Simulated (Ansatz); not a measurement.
Given:

BaO:
```xyz
4
Lattice="3.7032 0.0000 0.0000 -1.8516 3.2071 0.0000 0.0000 0.0000 6.4721" Properties=species:S:1:pos:R:3 pbc="T T T"
Ba     0.0000     2.1381     1.6180
Ba     1.8516     1.0690     4.8540
O      0.0000     0.0000     3.2360
O      0.0000     0.0000     0.0000
```

This is the LDA-relaxed structure.

### Question
All from the program Ansatz at the LDA level (PAW), unless another level is named. Estimate the electron effective mass.

### Answer
0.42, 0.42, 0.90 mₑ (principal values).

### Question
And the band gap?

### Answer
2.37 eV (smallest direct gap 2.39 eV).

### Question
Next, the formation energy from the elements (no fitted shifts)?

### Answer
-2.70 eV/atom.

### Question
And the valence-band maximum?

### Answer
at H.

### Question
Give the conduction-band minimum.

### Answer
at M (3 equivalent valleys).

Space group P6_3/mmc (NiAs type). The first step of the workflow began from a Materials Project structure, measured or hypothetical; the Crystallography Open Database copy checked does not list it. It is not the phase usual at ambient conditions (space group No. 225). Symmetry was held in the LDA relaxation; whether a distortion lowers the energy is not shown. The references are the lowest solids computed at this level, not always the standard phases (solids in place of the gases). Scalar-relativistic: spin–orbit coupling is off unless named, which matters more the heavier the elements.

Potentials: the later of the program's two PAW sets.
